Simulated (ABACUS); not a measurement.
ABACUS run on a (110) slab of BP (cut from a parent of space group no. 216; 32 atoms in the cell): self-consistent single point.

All values come from this method and carry its errors: PBE, PseudoDojo 0.5 standard norm-conserving PBE (tails mended) pseudopotentials (plane waves; ABACUS 3.10.1).

```
CELL_PARAMETERS angstrom
      4.53214     0.00000     0.00000
      0.00000     6.40941     0.00000
      0.00000     0.00000    21.21650
ATOMIC_POSITIONS crystal
  B  0.00000 0.48611 0.31119
  B  0.50000 0.23611 0.23567
  B  0.50000 0.73611 0.23567
  B  0.00000 0.98611 0.31119
  B  0.00000 0.98611 0.46224
  B  0.50000 0.73611 0.38672
  B  0.50000 0.23611 0.38672
  B  0.00000 0.48611 0.46224
  B  0.00000 0.48611 0.61329
  B  0.50000 0.23611 0.53777
  B  0.50000 0.73611 0.53777
  B  0.00000 0.98611 0.61329
  B  0.00000 0.98611 0.76433
  B  0.50000 0.73611 0.68881
  B  0.50000 0.23611 0.68881
  B  0.00000 0.48611 0.76433
  P  0.25000 0.48611 0.23567
  P  0.75000 0.73611 0.31119
  P  0.75000 0.23611 0.31119
  P  0.25000 0.98611 0.23567
  P  0.25000 0.98611 0.38672
  P  0.75000 0.23611 0.46224
  P  0.75000 0.73611 0.46224
  P  0.25000 0.48611 0.38672
  P  0.25000 0.48611 0.53777
  P  0.75000 0.73611 0.61329
  P  0.75000 0.23611 0.61329
  P  0.25000 0.98611 0.53777
  P  0.25000 0.98611 0.68881
  P  0.75000 0.23611 0.76433
  P  0.75000 0.73611 0.76433
  P  0.25000 0.48611 0.68881
```

Reference input (self-consistent single point, DFT, PBE, plane waves, PseudoDojo 0.5 standard norm-conserving PBE (tails mended) pseudopotentials): KPT = Gamma 3 2 1 0 0 0; basis_type = pw; dft_functional = PBE; ecutwfc = 76 Ry; smearing_method = fd; smearing_sigma = 0.00734986 Ry; potentials = PseudoDojo 0.5 standard norm-conserving PBE (tails mended); symmetry = 1; symmetry_prec = 1e-05; efield_flag = 1; dip_cor_flag = 1; efield_dir = 2. This run's input differs from it in these lines:

```diff
@@ -10,3 +10,3 @@
 smearing_method      fd
-smearing_sigma       0.00734986
+smearing_sigma       0.000146997
 efield_flag          1
```

The program printed (abridged):

```
 SELF-CONSISTENT
 -------------------------------------------

                                 init_chg = atomic

 Adding external electric field:
         Computed dipole along efield_dir = 2
                   Elec. dipole (Ry a.u.) = 1.18521e-05
                     Ion dipole (Ry a.u.) = 2.71355e-05
                   Total dipole (Ry a.u.) = 1.52835e-05
                 Potential amplitute (Ry) = -0.00110298
                      Total length (Bohr) = 36.084

 PW ALGORITHM --------------- ION=   1  ELEC=   1--------------------------------

 Adding external electric field:
         Computed dipole along efield_dir = 2
   [... lines left out ...]
                     Ion dipole (Ry a.u.) = 2.71355409937e-05
                   Total dipole (Ry a.u.) = 2.09249035373e-06
                 Potential amplitute (Ry) = -0.000151010998235
                      Total length (Bohr) = 36.0840368908

 Density error is 5.60673441853e-10
                          Error Threshold = 1.29174479932e-12
 E_KohnSham     -315.9098289235      -4298.1737275653
 E_KS(sigma->0) -315.9098286683      -4298.1737240925
 E_entropy(-TS) -0.0000005105        -0.0000069455
 E_efield       0.0000000014         0.0000000197
 E_Fermi        0.2716346234         3.6957786518
 charge density convergence is achieved
 final etot is -4298.1737276 eV
 EFERMI = 3.6957786518 eV

 STATE ENERGY(eV) AND OCCUPATIONS    NSPIN == 1
   [... 74 lines left out ...]

Atomic forces are not shifted if gate_flag or efield_flag == true!

 TOTAL-FORCE (eV/Angstrom)
                        B1        -0.1622117183        -0.0000004384         0.5209823906
                        B2        -1.7167265677         0.0000142030         2.4149023316
                        B3        -1.7167265932        -0.0000141865         2.4149021662
   [... 29 lines left out ...]

 TOTAL-STRESS (KBAR)
        -6.3413170957         0.0000000749         0.0020122393
         0.0000000749        -0.9309114370         0.0000000866
         0.0020122393         0.0000000866        -7.6569662819
 TOTAL-PRESSURE: -4.976398 KBAR

 --------------------------------------------
 !FINAL_ETOT_IS -4298.1737275652885728 eV
 --------------------------------------------
```

The run converged in 33 iterations. Against the reference run the free energy rises by 2.2 meV/atom and the largest force goes from 2.932 to 2.963 eV/Å.

Forces above 1 eV/Å remain at this geometry. This run is one point of a test of settings, so its values need not be converged; read them against the reference run alone. The bare cut can leave dangling bonds, and the run has no spin polarisation, so a lower magnetic or reconstructed surface may exist.

Cost on one core: about 10 core-minutes (a rough figure).

“Tails mended”: in these copies of the files the far tail of each local potential was reset to the Coulomb form.
